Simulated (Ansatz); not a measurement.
FeSi in space group P2_13 (No. 198; Fe on 4a, Si on 4a), PBE in the plane-wave PAW code Ansatz: ε∞ = 72.3, cell volume 88.00 Å³. Infrared-active transverse modes:

```json
[
 {"ω_TO (cm⁻¹)": "231.3", "oscillator strength S_xx (e²/amu)": "0.5441"},
 {"ω_TO (cm⁻¹)": "339.1", "oscillator strength S_xx (e²/amu)": "1.916"},
 {"ω_TO (cm⁻¹)": "360.5", "oscillator strength S_xx (e²/amu)": "0.6165"},
 {"ω_TO (cm⁻¹)": "463.6", "oscillator strength S_xx (e²/amu)": "1.054"}
]
```

Question: Compute the static dielectric constant.

Answer: Each mode adds (4.921e7/V) S/ω²: 5.69, 9.32, 2.65, 2.74. So ε0 = 92.7.

Symmetry was held in the PBE relaxation. The workflow began spin-polarised and lost its moments.

Potentials: the later of the program's two PAW sets.
